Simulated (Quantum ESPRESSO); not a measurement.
PSi2BC4, a curve over one atom's position

Computed values, not a measurement. The program is pw.x of Quantum ESPRESSO 7.5 (plane-wave density functional theory). The cell is made up: 8 atoms on a zincblende/diamond lattice, with randomly drawn elements, strain and displacements, not relaxed. PseudoDojo standard norm-conserving files (v0.5 for PBE, v0.4.1 for LDA and PBEsol) set the functional; there is no spin polarisation, spin-orbit coupling or dispersion term, and the masses in the input are unused placeholders.

Seven runs move atom 2 (Si, counted in the order of the input) along x and keep all else fixed.

Input of the run at +0.0047:

```
&control calculation='scf', pseudo_dir='./dojo.nc.sr.pbe.v0_5.standard.upf', outdir='./o', disk_io='medium', tprnfor=.true., tstress=.true. /
&system ibrav=0, nat=8, ntyp=4, nbnd=22, ecutwfc=82.02448710, nosym=.true., tot_charge=0,
 occupations='smearing', smearing='fd', degauss=0.0018374661
/
&electrons conv_thr=7.350e-09, electron_maxstep=60, /
ATOMIC_SPECIES
B 1.0 B.upf
C 1.0 C.upf
P 1.0 P.upf
Si 1.0 Si.upf
CELL_PARAMETERS angstrom
4.3387 -0.0496 -0.0478
-0.0496 4.3379 -0.0582
-0.0478 -0.0582 4.3075
ATOMIC_POSITIONS angstrom
P 0.0019 0.0331 0.0264
Si -0.067 2.1693 2.1364
Si 2.1666 -0.0379 2.1353
B 2.1323 2.1425 -0.0711
C 1.0417 1.0587 1.0517
C 1.0263 3.199 3.1578
C 3.2107 0.9997 3.1771
C 3.2081 3.181 0.9997
K_POINTS automatic
4 4 4 1 1 1
```

| shift of atom 2 along x (Å) | free energy less that of the input shown (eV) | Fx on atom 2 (eV/Å) | Fy on atom 2 (eV/Å) | Fz on atom 2 (eV/Å) | pressure (GPa) | iterations |
| --- | --- | --- | --- | --- | --- | --- |
| -0.0851 | 0.1292 | 2.652 | -0.729 | -0.050 | -12.78 | 11 |
| -0.0362 | 0.0316 | 1.333 | -0.805 | -0.219 | -12.92 | 11 |
| +0.0047 | 0.0000 | 0.211 | -0.884 | -0.367 | -12.92 | 11 |
| +0.0432 | 0.0124 | -0.853 | -0.972 | -0.513 | -12.80 | 11 |
| +0.0658 | 0.0387 | -1.479 | -1.029 | -0.602 | -12.68 | 11 |
| +0.0920 | 0.0869 | -2.202 | -1.102 | -0.708 | -12.49 | 11 |

Question: one run is left out of the table, at +0.0578. Estimate its Fx on atom 2 (eV/Å).

Answer: -1.257. The whole row:

```
shift of atom 2 along x (Å)  free energy less that of the input shown (eV)  Fx on atom 2 (eV/Å)  Fy on atom 2 (eV/Å)  Fz on atom 2 (eV/Å)  pressure (GPa)  iterations
                    +0.0578                                         0.0278               -1.257               -1.008               -0.570          -12.72          11
```

A cubic fit gives dFx/dx = -27.55 eV/Å² at zero shift. Across the table the free energy follows the integral of the force to within 0.1 meV. A rerun of one of the cells at 1347 eV and a 6 x 6 x 6 mesh moved values by no more than 0.006 eV in energy, 0.07 GPa in stress and 0.002 eV/Å in force.